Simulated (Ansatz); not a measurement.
**Rh: comparing deformations**

Computed with DFT r2SCAN, scalar-relativistic, plane waves, PAW in Ansatz 0.2.0. Cutoff 500 eV, Γ-centred 22×22×22 k-points, Gaussian smearing of 0.15 eV. No spin polarisation. Energies are free energies at this smearing, counted from the undisturbed cell; pressure is positive in compression.

Reference structure (as given, not relaxed at this level; it stands at -0.6 GPa):

```xyz
1
Lattice="0.0000 1.9016 1.9016 1.9016 0.0000 1.9016 1.9016 1.9016 0.0000" Properties=species:S:1:pos:R:3 pbc="T T T"
Rh    0.0000    0.0000    0.0000
```

The cell is strained by ε times a Voigt pattern (xx, yy, zz, yz, xz, xy; engineering shear) with fractional coordinates fixed. τ = (1/V0) dE/dε comes from the stress tensor. Of each scan, only the three points used here are listed.

```
           pattern        ε  τ (GPa)
(1, 1, 0, 0, 0, 0)  -0.0150   -19.42
(1, 1, 0, 0, 0, 0)   0.0000     1.26
(1, 1, 0, 0, 0, 0)   0.0150    19.02
(0, 0, 1, 0, 0, 0)  -0.0050    -1.61
(0, 0, 1, 0, 0, 0)   0.0000     0.63
(0, 0, 1, 0, 0, 0)   0.0050     2.80
(0, 1, 0, 0, 0, 0)  -0.0050    -1.61
(0, 1, 0, 0, 0, 0)   0.0000     0.63
(0, 1, 0, 0, 0, 0)   0.0050     2.80
(0, 0, 0, 1, 0, 0)  -0.0025    -0.50
(0, 0, 0, 1, 0, 0)   0.0000     0.00
(0, 0, 0, 1, 0, 0)   0.0025     0.50
```

Problem. Which constants do the scans give, and which deformation costs least for the same size of strain tensor?

Solution. The slope dτ/dε at zero (parabola through three points) is pᵀCp: (1, 1, 0, 0, 0, 0) gives 2(C11 + C12) = 1281 GPa; (0, 0, 1, 0, 0, 0) gives C11 = 441 GPa; (0, 1, 0, 0, 0, 0) gives C11 = 441 GPa; (0, 0, 0, 1, 0, 0) gives C44 = 198 GPa. The size of the strain tensor, ε:ε, is ε² times 2.0, 1.0, 1.0, 0.5. Per unit of it the stiffnesses are 641, 441, 441, 396 GPa, so (0, 0, 0, 1, 0, 0) is the softest of these: at ε:ε = (1 %)² the quadratic term costs 1.70 meV/atom against 2.75 for the stiffest.

Problem. What else follows for this cubic crystal?

Solution. From the unrounded slopes C11 = 440.9 and C12 = 199.8 GPa, so B = (C11 + 2 C12)/3 = 280 GPa and the Poisson ratio for a pull along a cube edge is C12/(C11 + C12) = 0.31.

Problem. How anisotropic is this cubic crystal?

Solution. Zener's ratio 2 C44/(C11 − C12) = 1.64; it is 1 for an isotropic solid.

In a metal these slopes depend on the k mesh and the smearing.